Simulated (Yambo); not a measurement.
Yambo run on Mg$_{2}$Si (space group Fm-3m, No. 225). The wavefunctions are PBEsol (Quantum ESPRESSO, PseudoDojo norm-conserving, 84 Ry, without SOC) ones on a 4×4×4 mesh (12 occupied bands); a = b = c = 4.4718 Å, α = β = γ = 60.00°.

Yambo input:

```
rim_cut
gw0
dyson
el_el_corr
HF_and_locXC
ppa
em1d
RandQpts= 1000000
RandGvec= 1 Ry
EXXRLvcs= 84 Ry
VXCRLvcs= 336 Ry
Chimod= "HARTREE"
% BndsRnXp
 9 | 143 |
%
NGsBlkXp= 2 Ry
% LongDrXp
 1.0 | 1.0 | 1.0 |
%
PPAPntXp= 27.2114 eV
% GbndRnge
 1 | 143 |
%
GTermKind= "BG"
DysSolver= "n"
ExtendOut
% QPkrange
 1 | 1 | 12 | 13 |
 7 | 7 | 13 | 13 |
%
```

k points by index: 1 = Γ, 7 = X.

The o-*.qp file then holds:

```
#    K-point    Band    Eo [eV]    E [eV]    E-Eo [eV]    Vxc [eV]    Vnlxc [eV]    Sc|Eo [eV]    Sc|E [eV]    dSc/dw|Eo [eV]    Re(Z)    Im(Z)
#
    1    12    0.000000    -0.165511    -0.165511    -10.06019    -11.31859    1.041383    1.092890    -8.462806    0.762769    -0.002069
    1    13    1.867203    2.107390    0.240187    -9.289179    -5.193904    -3.783043    -3.855087    -8.153197    0.769444    -0.002683
    7    13    0.113821    0.201407    0.087585    -7.885228    -4.520752    -3.251682    -3.276890    -7.817394    0.776824    -0.001990
```
(The two width columns are left out.) Convergence of these settings isn't established.

Geometry relaxed with PBEsol.
